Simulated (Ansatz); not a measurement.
Pt (fcc (Cu type)), relaxed and computed with several functionals in Ansatz (plane waves, PAW). Much of their spread follows the volume that each gives.

| functional | V (Å³/atom) | K_Hill (GPa) |
|---|---|---|
| PBEsol | 15.04 | 288 |
| r²SCAN+D4 | 15.17 | 280 |
| LDA | 14.76 | 307 |
| PBE | 15.64 | 248 |
| PBE+D3(BJ) | 15.16 | 276 |
| r²SCAN | 15.29 | ? |

Q: Fit a straight line to ln K against ln V and predict the withheld value.

A: Least squares on the 5 shown rows: ln K = -3.70 × ln V + (15.689), with a scatter of 1 %. For r²SCAN this gives 270. The run itself gave 272, within the scatter.

All cells were relaxed under the symmetry of their starts (and spin orders); stability against distortions was not tested throughout. Rows with no word on spin ran without spin polarisation. Scalar-relativistic: spin–orbit coupling is off unless named, which matters more the heavier the elements.

Potentials: the later of the program's two PAW sets.

Ansatz (a first-principles code) is a plane-wave DFT program.
